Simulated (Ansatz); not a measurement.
AgI:
```
CELL_PARAMETERS angstrom
      4.32688     0.00000     0.00000
     -2.16344     3.74719     0.00000
      0.00000     0.00000    14.38143
ATOMIC_POSITIONS crystal
  Ag 0.00000 0.00000 0.32363
  Ag 0.00000 0.00000 0.82363
  Ag 0.66667 0.33333 0.42655
  Ag 0.33333 0.66667 0.92655
  I  0.00000 0.00000 0.01800
  I  0.00000 0.00000 0.51800
  I  0.66667 0.33333 0.23181
  I  0.33333 0.66667 0.73181
```

Relaxed with LDA. Special points in fractions of this cell's reciprocal vectors: Γ (0.000, 0.000, 0.000); M (0.500, 0.000, 0.000); K (0.333, 0.333, 0.000); A (0.000, 0.000, 0.500); L (0.500, 0.000, 0.500); H (0.333, 0.333, 0.500).

List the band energies nearest the valence-band maximum at these points for the program Ansatz at the LDA level (PAW).

In eV from the valence-band maximum; about four levels below and three above (degenerate sets whole), none deeper than 8.9 eV; points with the same levels are listed once.

```tsv
k	below	above
Γ	-0.29 -0.29 -0.28 0.00 0.00	1.25 2.91 3.15
M	-1.29 -1.15 -0.63 -0.15	2.43 2.74 3.92
K	-1.55 -1.55 -1.14 -0.83 -0.83	3.40 3.80 3.80
A	-0.10 -0.10 -0.10 -0.10	2.04 2.04 3.36 3.36
L	-1.38 -1.38 -0.36 -0.36	2.92 2.92 3.49 3.49
H	-1.48 -1.48 -0.71 -0.71	3.35 3.35 3.90 3.90
```

Space group P6_3mc. The first step of the workflow began from a Materials Project structure, measured or hypothetical. Its sites differ from those of the usual phase in this space group: another stacking or structure type. Symmetry was held in the LDA relaxation; phonons on a q-mesh show no instability. The run is not spin-polarised. A crystal of weakly bound layers computed without a dispersion correction: the cell and the soft elastic constants depend strongly on that. Spin–orbit coupling is left out wherever it is not named.

Potentials: the earlier of the program's two PAW sets.
